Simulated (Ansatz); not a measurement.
Consider the following.

AlAs:
```
CELL_PARAMETERS angstrom
      0.00000     2.86403     2.86403
      2.86403     0.00000     2.86403
      2.86403     2.86403     0.00000
ATOMIC_POSITIONS crystal
  Al 0.00000 0.00000 0.00000
  As 0.25000 0.25000 0.25000
```

This is the PBE-relaxed structure.

Question: All from DFT-PBE in the program Ansatz with PAW potentials, unless another level is named. Predict the hole effective mass, band 1 of 3 at the edge.

Answer: 0.49 along [100], 5.0 along [110], 1.2 along [111] (mₑ).

Question: Next, the band gap?

Answer: 1.50 eV (indirect).

Space group F-43m (zinc blende). The cell was relaxed with PBE under the symmetry of its start. Scalar-relativistic: spin–orbit coupling is off unless named, which matters more the heavier the elements.

Potentials: the earlier of the program's two PAW sets.
